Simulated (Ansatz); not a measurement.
A trial cell of Si3Ge, before relaxation:

```cif
data_structure
_symmetry_space_group_name_H-M 'P 1'
_symmetry_Int_Tables_number 1
_cell_length_a 3.5797
_cell_length_b 3.5797
_cell_length_c 5.0625
_cell_angle_alpha 90.000
_cell_angle_beta 90.000
_cell_angle_gamma 90.000
_cell_volume 64.87
loop_
_atom_site_label
_atom_site_type_symbol
_atom_site_fract_x
_atom_site_fract_y
_atom_site_fract_z
_atom_site_occupancy
Si1 Si 0.50000 0.50000 0.00000 1
Si2 Si 0.00000 0.50000 0.75000 1
Si3 Si 0.50000 0.00000 0.25000 1
Ge1 Ge 0.00000 0.00000 0.50000 1
```

These are results of DFT PBE, scalar-relativistic, plane waves, PAW in Ansatz 0.2.0, not measurements. Cutoff 420 eV, Gaussian smearing, Γ-centred meshes. Cell and atoms relax first on a coarse mesh and then on a converged one. In between, the cell is made exact in the group found at 0.06 Å. The steps can't lower the symmetry of their start. No spin polarisation.

A guess keeps its type if space group and coordination stay and the shape of the cell changes little (axis ratios within about 15 %, angles within 6°); the volume may change.

Q: Does it keep its structure type, or change into something else?

A: It keeps its type. The symmetry stays P-4m2 (No. 115). The volume per atom grows by 30.5 %, from 16.2 to 21.2 Å³. The shortest distance goes from 2.19 Å (Si–Ge and Si–Si) to 2.38 Å (Si–Si). The ratio c/a of the conventional cell changes by a factor of 1.00. Counting neighbours within 15 % of an atom's shortest distance, the start has Ge 4, Si 4 and the end Ge 4, Si 4.

Energies over the elements count from the elements' standard structures at the same level, with no fitted energy shifts.

Q: At what energy does it end?

A: +0.013 eV/atom. The formation energy is too near zero to say whether this cell lies below the elements.

The last run used a 10×10×6 mesh (in the run's order of axes) for its 4-atom cell and Gaussian smearing of 0.02 eV. A structure relaxed within its symmetry needn't be a true minimum.
